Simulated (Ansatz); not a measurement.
# Profile along the C–Ti line in TiC (rock salt)

TiC (rock salt), conventional cell a = 4.293 Å, b = 4.293 Å, c = 4.293 Å, α = 90.00°, β = 90.00°, γ = 90.00°. The calculation uses the primitive cell of 2 atoms, to which meshes and values per cell refer.

Fields along a shortest C–Ti line of a {100} plane (2.15 Å), from C to Ti, interpolated on the slice's grid (step about 0.1 Å). Method: PBEsol (plane waves to 420 eV, PAW, scalar-relativistic; Ansatz, a quantum-chemistry and plane-wave program). k mesh 19×19×19. Inside the PAW spheres the values are not all-electron values, and peaks at nuclei hang on which shells count as valence. The PAW data are Ansatz's earlier set. TiC is run without spin polarisation. TiC was relaxed with its symmetry unable to fall.

```json
[
 {"distance from C (Å)": "0.00", "valence electron density (e/Å³)": "1.43", "electron localisation function": "x"},
 {"distance from C (Å)": "0.11", "valence electron density (e/Å³)": "1.50", "electron localisation function": "x"},
 {"distance from C (Å)": "0.21", "valence electron density (e/Å³)": "1.62", "electron localisation function": "x"},
 {"distance from C (Å)": "0.32", "valence electron density (e/Å³)": "1.67", "electron localisation function": "x"},
 {"distance from C (Å)": "0.43", "valence electron density (e/Å³)": "1.57", "electron localisation function": "0.56"},
 {"distance from C (Å)": "0.54", "valence electron density (e/Å³)": "1.34", "electron localisation function": "0.72"},
 {"distance from C (Å)": "0.65", "valence electron density (e/Å³)": "1.07", "electron localisation function": "0.78"},
 {"distance from C (Å)": "0.75", "valence electron density (e/Å³)": "0.84", "electron localisation function": "0.77"},
 {"distance from C (Å)": "0.86", "valence electron density (e/Å³)": "0.67", "electron localisation function": "0.67"},
 {"distance from C (Å)": "0.97", "valence electron density (e/Å³)": "0.56", "electron localisation function": "0.46"},
 {"distance from C (Å)": "1.07", "valence electron density (e/Å³)": "0.54", "electron localisation function": "0.26"},
 {"distance from C (Å)": "1.18", "valence electron density (e/Å³)": "0.61", "electron localisation function": "0.22"},
 {"distance from C (Å)": "1.29", "valence electron density (e/Å³)": "0.87", "electron localisation function": "0.32"},
 {"distance from C (Å)": "1.40", "valence electron density (e/Å³)": "1.53", "electron localisation function": "0.52"},
 {"distance from C (Å)": "1.51", "valence electron density (e/Å³)": "2.78", "electron localisation function": "0.69"},
 {"distance from C (Å)": "1.61", "valence electron density (e/Å³)": "4.63", "electron localisation function": "0.76"},
 {"distance from C (Å)": "1.72", "valence electron density (e/Å³)": "6.84", "electron localisation function": "0.76"},
 {"distance from C (Å)": "1.83", "valence electron density (e/Å³)": "9.00", "electron localisation function": "x"},
 {"distance from C (Å)": "1.94", "valence electron density (e/Å³)": "10.72", "electron localisation function": "x"},
 {"distance from C (Å)": "2.04", "valence electron density (e/Å³)": "11.78", "electron localisation function": "x"},
 {"distance from C (Å)": "2.15", "valence electron density (e/Å³)": "12.13", "electron localisation function": "x"}
]
```

x: too close to a nucleus for the ELF to mean much.

Density on the C–Ti line (2.15 Å) at its midpoint: 0.54 e/Å³. ELF at that point: 0.26.
